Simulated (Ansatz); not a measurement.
Here is the system:

CaAl2Ge2:
Space group P-3m1 (No. 164); a = 4.1692 Å, b = 4.1692 Å, c = 7.1504 Å, α = 90.00°, β = 90.00°, γ = 120.00°

```csv
atom,site,symmetry,x,y,z
Ca,1a,-3m.,0.0000,0.0000,0.0000
Al,2d,3m.,0.6667,0.3333,0.3722
Ge,2d,3m.,0.3333,0.6667,0.2614
```

This is the r²SCAN-relaxed structure.

### Question
All from DFT-r²SCAN in the program Ansatz with PAW potentials, unless another level is named. Predict the electronic character.

### Answer
metallic (no gap).

### Question
Next, the density of states at the Fermi level?

### Answer
0.03 states/eV per atom (mean over ±0.08 eV).

### Question
Next, the formation energy from the elements (no fitted shifts)?

### Answer
-0.48 eV/atom.

The first step of the workflow began from a Materials Project structure, measured or hypothetical; the Crystallography Open Database files this formula in space group No. 164, but the cells were not matched. Whether it is the stable phase at ambient conditions was not checked. Symmetry was held in the r²SCAN relaxation; its stability against distortions is not shown here. The references are the lowest solids computed at this level, not always the standard phases. Scalar-relativistic: spin–orbit coupling is off unless named, which matters more the heavier the elements.

Potentials: the later of the program's two PAW sets.
